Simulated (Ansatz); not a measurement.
## Density of states of AgPt$_{3}$

```
CELL_PARAMETERS angstrom
3.90000 0.00000 0.00000
0.00000 3.90000 0.00000
0.00000 0.00000 3.90000
ATOMIC_POSITIONS crystal
Ag 0.00000 0.00000 0.00000
Pt 0.00000 0.50000 0.50000
Pt 0.50000 0.00000 0.50000
Pt 0.50000 0.50000 0.00000
```

The cell is COD entry 1509516, as deposited and not checked against the literature; nothing was relaxed. It is an old determination, and later ones may differ.

Spin polarisation is left out, and whether a magnetic state lies lower isn't shown here.

No spin–orbit coupling, which matters for the heavy atoms here.

Method: DFT, LDA, all-electron LAPW, scalar-relativistic in Ansatz 0.2.0.

Numerical set-up: a Γ-centred 9×9×9 k mesh, Fermi–Dirac smearing of 0.08 eV, basis error target 0.5 meV/atom, no spin polarisation.

States per eV and cell, averaged over 0.4 eV, from -9.8 to 6.8 eV, with energies (bin centres) from the Fermi level; empty bins are left out. The partial columns, the largest 4 alone, are projections on Löwdin-orthogonalised atomic shells (those that the program's projection atoms carry: the occupied ones and, for some elements, an empty d or f shell; other empty shells have no column), summed over atoms of an element. Weights on diffuse s and p shells depend on that basis and aren't pure angular character.

```json
{"E (eV)": "-9.7", "total": "0.07", "Pt 5d": "0.00", "Ag 4d": "0.00", "Pt 6s": "0.05", "Ag 5s": "0.02"}
{"E (eV)": "-9.3", "total": "0.19", "Pt 5d": "0.00", "Ag 4d": "0.00", "Pt 6s": "0.14", "Ag 5s": "0.04"}
{"E (eV)": "-8.9", "total": "0.28", "Pt 5d": "0.01", "Ag 4d": "0.00", "Pt 6s": "0.21", "Ag 5s": "0.06"}
{"E (eV)": "-8.5", "total": "0.38", "Pt 5d": "0.01", "Ag 4d": "0.00", "Pt 6s": "0.28", "Ag 5s": "0.07"}
{"E (eV)": "-8.1", "total": "0.51", "Pt 5d": "0.03", "Ag 4d": "0.01", "Pt 6s": "0.36", "Ag 5s": "0.09"}
{"E (eV)": "-7.7", "total": "0.76", "Pt 5d": "0.09", "Ag 4d": "0.03", "Pt 6s": "0.52", "Ag 5s": "0.10"}
{"E (eV)": "-7.3", "total": "1.68", "Pt 5d": "0.45", "Ag 4d": "0.23", "Pt 6s": "0.86", "Ag 5s": "0.11"}
{"E (eV)": "-6.9", "total": "2.24", "Pt 5d": "0.89", "Ag 4d": "0.60", "Pt 6s": "0.66", "Ag 5s": "0.07"}
{"E (eV)": "-6.5", "total": "5.83", "Pt 5d": "2.75", "Ag 4d": "1.79", "Pt 6s": "0.96", "Ag 5s": "0.27"}
{"E (eV)": "-6.1", "total": "6.15", "Pt 5d": "3.40", "Ag 4d": "2.05", "Pt 6s": "0.47", "Ag 5s": "0.19"}
{"E (eV)": "-5.7", "total": "5.84", "Pt 5d": "3.41", "Ag 4d": "2.06", "Pt 6s": "0.16", "Ag 5s": "0.16"}
{"E (eV)": "-5.3", "total": "5.37", "Pt 5d": "2.53", "Ag 4d": "2.60", "Pt 6s": "0.06", "Ag 5s": "0.10"}
{"E (eV)": "-4.9", "total": "5.79", "Pt 5d": "3.07", "Ag 4d": "2.40", "Pt 6s": "0.14", "Ag 5s": "0.11"}
{"E (eV)": "-4.5", "total": "5.82", "Pt 5d": "3.22", "Ag 4d": "2.26", "Pt 6s": "0.16", "Ag 5s": "0.12"}
{"E (eV)": "-4.1", "total": "6.92", "Pt 5d": "4.30", "Ag 4d": "2.11", "Pt 6s": "0.30", "Ag 5s": "0.11"}
{"E (eV)": "-3.7", "total": "8.79", "Pt 5d": "6.14", "Ag 4d": "2.08", "Pt 6s": "0.33", "Ag 5s": "0.10"}
{"E (eV)": "-3.3", "total": "5.00", "Pt 5d": "3.67", "Ag 4d": "0.93", "Pt 6s": "0.23", "Ag 5s": "0.05"}
{"E (eV)": "-2.9", "total": "6.74", "Pt 5d": "4.89", "Ag 4d": "1.35", "Pt 6s": "0.26", "Ag 5s": "0.05"}
{"E (eV)": "-2.5", "total": "4.54", "Pt 5d": "3.42", "Ag 4d": "0.78", "Pt 6s": "0.16", "Ag 5s": "0.03"}
{"E (eV)": "-2.1", "total": "4.06", "Pt 5d": "3.28", "Ag 4d": "0.48", "Pt 6s": "0.16", "Ag 5s": "0.02"}
{"E (eV)": "-1.7", "total": "4.74", "Pt 5d": "4.11", "Ag 4d": "0.34", "Pt 6s": "0.17", "Ag 5s": "0.02"}
{"E (eV)": "-1.3", "total": "5.20", "Pt 5d": "4.57", "Ag 4d": "0.42", "Pt 6s": "0.12", "Ag 5s": "0.02"}
{"E (eV)": "-0.9", "total": "7.66", "Pt 5d": "6.37", "Ag 4d": "1.08", "Pt 6s": "0.11", "Ag 5s": "0.03"}
{"E (eV)": "-0.5", "total": "5.22", "Pt 5d": "4.37", "Ag 4d": "0.60", "Pt 6s": "0.15", "Ag 5s": "0.03"}
{"E (eV)": "-0.1", "total": "3.31", "Pt 5d": "2.72", "Ag 4d": "0.18", "Pt 6s": "0.26", "Ag 5s": "0.07"}
{"E (eV)": "0.3", "total": "2.86", "Pt 5d": "2.44", "Ag 4d": "0.11", "Pt 6s": "0.20", "Ag 5s": "0.05"}
{"E (eV)": "0.7", "total": "2.02", "Pt 5d": "1.24", "Ag 4d": "0.11", "Pt 6s": "0.28", "Ag 5s": "0.20"}
{"E (eV)": "1.1", "total": "1.29", "Pt 5d": "0.52", "Ag 4d": "0.10", "Pt 6s": "0.27", "Ag 5s": "0.23"}
{"E (eV)": "1.5", "total": "0.67", "Pt 5d": "0.21", "Ag 4d": "0.03", "Pt 6s": "0.15", "Ag 5s": "0.10"}
{"E (eV)": "1.9", "total": "0.50", "Pt 5d": "0.16", "Ag 4d": "0.01", "Pt 6s": "0.11", "Ag 5s": "0.05"}
{"E (eV)": "2.3", "total": "0.84", "Pt 5d": "0.31", "Ag 4d": "0.01", "Pt 6s": "0.26", "Ag 5s": "0.02"}
{"E (eV)": "2.7", "total": "1.33", "Pt 5d": "0.39", "Ag 4d": "0.02", "Pt 6s": "0.46", "Ag 5s": "0.06"}
{"E (eV)": "3.1", "total": "1.12", "Pt 5d": "0.28", "Ag 4d": "0.02", "Pt 6s": "0.38", "Ag 5s": "0.07"}
{"E (eV)": "3.5", "total": "1.10", "Pt 5d": "0.22", "Ag 4d": "0.02", "Pt 6s": "0.35", "Ag 5s": "0.09"}
{"E (eV)": "3.9", "total": "1.05", "Pt 5d": "0.17", "Ag 4d": "0.01", "Pt 6s": "0.32", "Ag 5s": "0.09"}
{"E (eV)": "4.3", "total": "0.95", "Pt 5d": "0.12", "Ag 4d": "0.01", "Pt 6s": "0.29", "Ag 5s": "0.09"}
{"E (eV)": "4.7", "total": "0.81", "Pt 5d": "0.09", "Ag 4d": "0.01", "Pt 6s": "0.26", "Ag 5s": "0.09"}
{"E (eV)": "5.1", "total": "0.79", "Pt 5d": "0.07", "Ag 4d": "0.01", "Pt 6s": "0.25", "Ag 5s": "0.09"}
{"E (eV)": "5.5", "total": "0.95", "Pt 5d": "0.09", "Ag 4d": "0.01", "Pt 6s": "0.38", "Ag 5s": "0.10"}
{"E (eV)": "5.9", "total": "1.18", "Pt 5d": "0.11", "Ag 4d": "0.01", "Pt 6s": "0.52", "Ag 5s": "0.12"}
{"E (eV)": "6.3", "total": "1.13", "Pt 5d": "0.09", "Ag 4d": "0.01", "Pt 6s": "0.40", "Ag 5s": "0.13"}
{"E (eV)": "6.7", "total": "1.13", "Pt 5d": "0.07", "Ag 4d": "0.01", "Pt 6s": "0.32", "Ag 5s": "0.13"}
```

**Question.** Which of the resolved shells contributes most within 0.3 eV of the Fermi level?

**Answer.** Pt 5d, with 83 % of all states there; Pt 6s follows with 7 %.

**Question.** Where is the centre of the filled Pt 5d states between -14 eV and the top of the filled states?

**Answer.** -3.24 eV from the Fermi level.
